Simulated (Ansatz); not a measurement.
AlCu (CsCl type, Pm-3m) at seven volumes, LDA (plane waves, PAW; program Ansatz), scaled uniformly. One row is withheld.

```tsv
V (Å³/atom)	P (GPa)
11.369	?
11.744	9.88
12.119	4.52
12.494	0.00
12.868	-3.81
13.243	-7.02
13.618	-9.73
```

Fit the shown pressures and predict the withheld one.

Third-order Birch–Murnaghan: P = (3/2)B₀(x^(7/2) − x^(5/2))[1 + (3/4)(B′ − 4)(x − 1)] with x = (V₀/V)^(2/3). Least squares on the six rows gives V₀ = 12.494 Å³/atom, B₀ = 138.1 GPa, B′ = 4.68. At V = 11.369, x = 1.0649 and P = 16.26 GPa. The run itself gave 16.26 GPa.

The workflow started from a Materials Project entry (that database holds measured and hypothetical structures alike); the Crystallography Open Database copy checked does not list it. COD files the formula under space group No. 12. Its standing as an ambient phase is unchecked. The LDA relaxation kept the symmetry of its start. At this level the phase is mechanically unstable. No spin polarisation was allowed.

Potentials: the later of the program's two PAW sets.
